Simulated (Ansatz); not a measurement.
## Ti₂TeS: rattling a relaxed structure

The structure comes from a generated guess, relaxed at this level; another structure or a mixture of phases may lie lower.

These are results of Ansatz, DFT PBE, scalar-relativistic, plane waves, PAW, not measurements. Settings: cutoff 420 eV, Γ-centred mesh 12×12×6 on the computed 4-atom cell, Gaussian smearing of 0.10 eV; no spin polarisation.

The cell below (4 atoms, space group P-6m2 (No. 187)) is relaxed within its symmetry.

```
CELL_PARAMETERS angstrom
3.44605 0.00000 0.00000
-1.72302 2.98436 0.00000
0.00000 0.00000 6.96959
ATOMIC_POSITIONS crystal
Ti 0.00000 0.00000 0.71878
Ti 0.00000 0.00000 0.28122
Te 0.33333 0.66667 0.00000
S 0.66667 0.33333 0.50000
```

For the test a repeat of it with 8 atoms (edges 3.45, 5.97, 6.97 Å) was strained at random (σ = 1.5 % a component), the atoms were moved at random (σ = 0.10 Å), and all was relaxed again on a coarse 6×4×4 mesh (in the run’s order of axes) with 0.20 eV smearing, with no symmetry imposed.

These runs have no spin–orbit coupling, which can matter for Te.

Problem. Does it come back?

Solution. It returns, within 1 meV/atom of the unmoved cell on that mesh and with the same symmetry when read at 0.1 Å. No instability shows in this cell; modes of other wave vectors, which need another repeat, aren't tested.
